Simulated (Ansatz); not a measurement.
# I (solid)

Method: HSE06, scalar-relativistic; no spin polarisation; PAW, 420 eV, 4×4×2 k-mesh, Gaussian smearing of 0.05 eV; code Ansatz; PAW files: Ansatz's generated set soft_2.

```
CELL_PARAMETERS angstrom
4.31055 -2.33455 0.00000
4.31055 2.33455 0.00000
0.00000 0.00000 9.98852
ATOMIC_POSITIONS crystal
I 0.85641 0.14359 0.11823
I 0.14359 0.85641 0.88177
I 0.35641 0.64359 0.38177
I 0.64359 0.35641 0.61823
```

The database's entry of this formula in the relaxed cell's space group, Cmce, has axes of 4.790 × 7.270 × 9.793 Å and 42.63 Å³/atom (1963), the relaxed one 4.669 × 8.621 × 9.989 Å and 50.26.

The volume is at zero pressure for this level.

* Space group: Cmce (No. 64)
* Volume: 50.26 Å³/atom

(1) Fill in the band gap (HSE06).

Answer:

(1) 2.05 eV.

Within 0.6 eV of the edges the projected states are 99 % I 5p at the top of the valence band and 97 % I 5p at the bottom of the conduction band. 

Spin–orbit coupling, which matters for such heavy elements, is left out. The structure is built of weakly bound molecules, and this functional has no dispersion term, so their spacing and all that hangs on it (volume, the soft elastic constants, low modes, dielectric constants) are poorly given.
